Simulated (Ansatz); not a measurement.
A relaxed cell of Sn (I4₁/amd (No. 141)), relaxed on a k-mesh at least as fine as the one used below. Method: r2SCAN (plane waves to 500 eV, PAW, scalar-relativistic; Ansatz, a quantum-chemistry and plane-wave program). Γ-centred k-mesh 12×12×8 on the run's cell (coarser than for final values), Fermi–Dirac smearing 0.05 eV.

```
Sn
1.0
   -2.94311     2.94311     1.59186
    2.94311    -2.94311     1.59186
    2.94311     2.94311    -1.59186
Sn
2
Direct
  0.75000   0.25000   0.50000
  0.00000   0.00000   0.00000
```

The atoms are displaced by (Å):

| atom | ux | uy | uz |
|---|---|---|---|
| Sn1 | 0.078 | 0.082 | 0.127 |
| Sn2 | 0.061 | -0.106 | -0.092 |

Problem. What forces (eV/Å) and pressure result?

Solution. 
| atom | Fx | Fy | Fz |
|---|---|---|---|
| Sn1 | -0.09 | -0.43 | 0.01 |
| Sn2 | 0.09 | 0.43 | -0.01 |

Pressure +0.6 GPa.

No spin polarisation in the result.

The run that gave the undisplaced cell could not lose the symmetry of its start; a randomly shaken copy of 2 atoms returns to this structure.
